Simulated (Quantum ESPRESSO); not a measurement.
WTaLi4RuCu, input and log of a self-consistent run

A calculation, not a measurement. The program is pw.x of Quantum ESPRESSO 7.5 (plane-wave density functional theory). The cell is made up: eight metal atoms on a hexagonal close-packed lattice, with elements, volume, strain and displacements drawn at random and not relaxed, so it may be unstable or far from any real phase. PseudoDojo standard norm-conserving files set the functional (PBE unless stated); there is no spin polarisation or spin-orbit coupling, the Fermi-Dirac width of 0.25 eV means electrons at about 2900 K, and the masses in the input are unused placeholders. The copper pseudopotential is less sure than most, with forces differing by about three percent and pressure by about two GPa from a second method on plain copper. Heavy elements are run without spin-orbit coupling, which real alloys of them have. A spin test at this wide smearing found no moment, but such smearing suppresses magnetism that the real alloy may have.

Input:

```
&control calculation='scf', pseudo_dir='./dojo.nc.sr.pbe.v0_5.standard.upf', outdir='./o', disk_io='minimal', tprnfor=.true., tstress=.true. /
&system ibrav=0, nat=8, ntyp=5, nbnd=49, ecutwfc=92.02030273, nosym=.true., tot_charge=0,
 occupations='smearing', smearing='fd', degauss=0.0183746611
/
&electrons conv_thr=1.470e-08, electron_maxstep=70, mixing_beta=0.5 /
ATOMIC_SPECIES
Cu 1.0 Cu.upf
Li 1.0 Li.upf
Ru 1.0 Ru.upf
Ta 1.0 Ta.upf
W 1.0 W.upf
CELL_PARAMETERS angstrom
-2.7814 -0.0006 -0.0016
-0.0027 0.0089 -4.7616
-0.0022 -9.9993 0.0188
ATOMIC_POSITIONS angstrom
W -0.0219 0.0135 -0.0739
Ta -0.0657 -4.9449 0.0827
Li -0.0397 -3.1824 -2.4237
Li -0.0644 -8.3648 -2.4108
Ru -1.3115 -2.5387 -0.0466
Li -1.2934 -7.5916 0.0052
Cu -1.3711 -0.7042 -2.4258
Li -1.4409 -5.7415 -2.3189
K_POINTS automatic
8 5 3 1 1 1
```

The log is shortened where brackets say so; the opening notice, blank lines, dates and the lines on written files are dropped, and the path of the files is cut. It prints rydbergs, bohrs and kilobars, and counts compression as positive stress. Its total energy is the free energy E - TS of the whole cell.

```
     Program PWSCF v.7.5
     Parallel version (MPI & OpenMP), running on       4 processor cores
     Number of MPI processes:                 4
     Threads/MPI process:                     1
     [start-up lines left out]
     bravais-lattice index     =            0
     lattice parameter (alat)  =       5.2561  a.u.
     unit-cell volume          =     893.6776 (a.u.)^3
     number of atoms/cell      =            8
     number of atomic types    =            5
     number of electrons       =        74.00
     number of Kohn-Sham states=           49
     kinetic-energy cutoff     =      92.0203  Ry
     charge density cutoff     =     368.0812  Ry
     scf convergence threshold =      1.5E-08
     mixing beta               =       0.5000
     number of iterations used =            8  plain     mixing
     Exchange-correlation= PBE
                           (   1   4   3   4   0   0   0)
     [axes and pseudopotential details left out]
   Cartesian axes
     site n.     atom                  positions (alat units)
         1        W      tau(   1) = (  -0.0078737   0.0048537  -0.0265693  )
         2        Ta     tau(   2) = (  -0.0236212  -1.7778454   0.0297332  )
         3        Li     tau(   3) = (  -0.0142734  -1.1441718  -0.8713955  )
         4        Li     tau(   4) = (  -0.0231538  -3.0074058  -0.8667576  )
         5        Ru     tau(   5) = (  -0.4715250  -0.9127416  -0.0167541  )
         6        Li     tau(   6) = (  -0.4650175  -2.7294163   0.0018696  )
         7        Cu     tau(   7) = (  -0.4929531  -0.2531818  -0.8721506  )
         8        Li     tau(   8) = (  -0.5180484  -2.0642478  -0.8337167  )
     number of k points=    60  Fermi-Dirac smearing, width (Ry)=  0.0184
                       cart. coord. in units 2pi/alat
        k(    1) = (  -0.0624564  -0.0464561  -0.0584646), wk =   0.0333333
        k(    2) = (  -0.0624966   0.1389842  -0.0581179), wk =   0.0333333
     [further k points left out]
     Dense  grid:   106479 G-vectors     FFT dimensions: (  36,  60, 120)
     Estimated max dynamical RAM per process >     320.13 MB
     Estimated total dynamical RAM >       1.17 GB
     Initial potential from superposition of free atoms
     starting charge      73.9792, renormalised to      74.0000
     Starting wfcs are   48 randomized atomic wfcs +    1 random wfcs
     total cpu time spent up to now is        5.9 secs
     per-process dynamical memory:   249.9 Mb
     Self-consistent Calculation
     iteration #  1     ecut=    92.02 Ry     beta= 0.50
     Davidson diagonalization with overlap
     ethr =  1.00E-02,  avg # of iterations =  4.2
     total cpu time spent up to now is       20.2 secs
     total energy              =    -905.00666484 Ry
     estimated scf accuracy    <      22.52901309 Ry
     iteration #  2     ecut=    92.02 Ry     beta= 0.50
     Davidson diagonalization with overlap
     ethr =  1.00E-02,  avg # of iterations =  3.5
     total cpu time spent up to now is       37.4 secs
     total energy              =    -916.17924701 Ry
     estimated scf accuracy    <     120.66513831 Ry
     iteration #  3     ecut=    92.02 Ry     beta= 0.50
     Davidson diagonalization with overlap
     ethr =  1.00E-02,  avg # of iterations =  7.2
     total cpu time spent up to now is       55.5 secs
     total energy              =    -920.27892702 Ry
     estimated scf accuracy    <      27.88568375 Ry
     iteration #  4     ecut=    92.02 Ry     beta= 0.50
     Davidson diagonalization with overlap
     ethr =  1.00E-02,  avg # of iterations =  2.1
     total cpu time spent up to now is       67.8 secs
     total energy              =    -920.86722665 Ry
     estimated scf accuracy    <      21.13153092 Ry
     iteration #  5     ecut=    92.02 Ry     beta= 0.50
     Davidson diagonalization with overlap
     ethr =  1.00E-02,  avg # of iterations =  1.0
     total cpu time spent up to now is       78.5 secs
     total energy              =    -920.87880352 Ry
     estimated scf accuracy    <       4.45710146 Ry
     [iterations 6 to 14 left out]
     iteration # 15     ecut=    92.02 Ry     beta= 0.50
     Davidson diagonalization with overlap
     ethr =  9.75E-08,  avg # of iterations =  2.0
     total cpu time spent up to now is      202.0 secs
     total energy              =    -920.70545312 Ry
     estimated scf accuracy    <       0.00000715 Ry
     iteration # 16     ecut=    92.02 Ry     beta= 0.50
     Davidson diagonalization with overlap
     ethr =  9.66E-09,  avg # of iterations =  2.1
     total cpu time spent up to now is      214.2 secs
     total energy              =    -920.70545409 Ry
     estimated scf accuracy    <       0.00000063 Ry
     iteration # 17     ecut=    92.02 Ry     beta= 0.50
     Davidson diagonalization with overlap
     ethr =  8.50E-10,  avg # of iterations =  2.1
     total cpu time spent up to now is      227.0 secs
     total energy              =    -920.70545415 Ry
     estimated scf accuracy    <       0.00000040 Ry
     iteration # 18     ecut=    92.02 Ry     beta= 0.50
     Davidson diagonalization with overlap
     ethr =  5.46E-10,  avg # of iterations =  1.0
     total cpu time spent up to now is      237.8 secs
     total energy              =    -920.70545416 Ry
     estimated scf accuracy    <       0.00000006 Ry
     iteration # 19     ecut=    92.02 Ry     beta= 0.50
     Davidson diagonalization with overlap
     ethr =  8.23E-11,  avg # of iterations =  1.9
     total cpu time spent up to now is      249.3 secs
     End of self-consistent calculation
     [lines on levels left out]
!    total energy              =    -920.70545417 Ry
     estimated scf accuracy    <          5.3E-09 Ry
     smearing contrib. (-TS)   =      -0.10360948 Ry
     internal energy E=F+TS    =    -920.60184468 Ry
     The total energy is F=E-TS. E is the sum of the following terms:
     one-electron contribution =    -800.58135885 Ry
     hartree contribution      =     413.27502339 Ry
     xc contribution           =    -156.42534626 Ry
     ewald contribution        =    -376.87016297 Ry
     convergence has been achieved in  19 iterations
     Forces acting on atoms (cartesian axes, Ry/au):
     atom    1 type  5   force =     0.00353356   -0.09453126    0.00416145
     atom    2 type  4   force =     0.00004351    0.05503523   -0.01405522
     atom    3 type  2   force =     0.00386173    0.01510719    0.00623757
     atom    4 type  2   force =     0.00290341   -0.00473153    0.00007782
     atom    5 type  3   force =     0.00272727    0.01761052    0.00443530
     atom    6 type  2   force =    -0.00907926    0.01336780   -0.00141879
     atom    7 type  1   force =    -0.00236099    0.00281215   -0.00320146
     atom    8 type  2   force =    -0.00162923   -0.00467010    0.00376333
     Total force =     0.114752     Total SCF correction =     0.000318
     Computing stress (Cartesian axis) and pressure
          total   stress  (Ry/bohr**3)                   (kbar)     P=      -80.72
  -0.00080755   0.00000036  -0.00000149         -118.80        0.05       -0.22
   0.00000036  -0.00061768   0.00003608            0.05      -90.86        5.31
  -0.00000149   0.00003608  -0.00022103           -0.22        5.31      -32.52
     init_run     :      5.46s CPU      5.69s WALL (       1 calls)
     electrons    :    242.33s CPU    243.37s WALL (       1 calls)
     forces       :      2.02s CPU      2.04s WALL (       1 calls)
     stress       :      7.53s CPU      7.53s WALL (       1 calls)
     [timing details left out]
     PWSCF        :   4m17.58s CPU   4m18.96s WALL
     JOB DONE.
```

In other units: free energy -12526.836 eV for the cell, pressure -8.07 GPa, largest force component 2.430 eV/Å in size. The run took 261 s of wall time with four MPI processes on a shared machine (Intel Xeon, 2023 or later, virtual cores), so the time is rough. A rerun of this cell at a higher cutoff and on a denser mesh moved values by no more than 0.011 eV in energy, 0.14 GPa in stress and 0.006 eV/Å in force, and a second program with other atomic files agreed on that cell to 2 % rms in force and 0.5 GPa in pressure.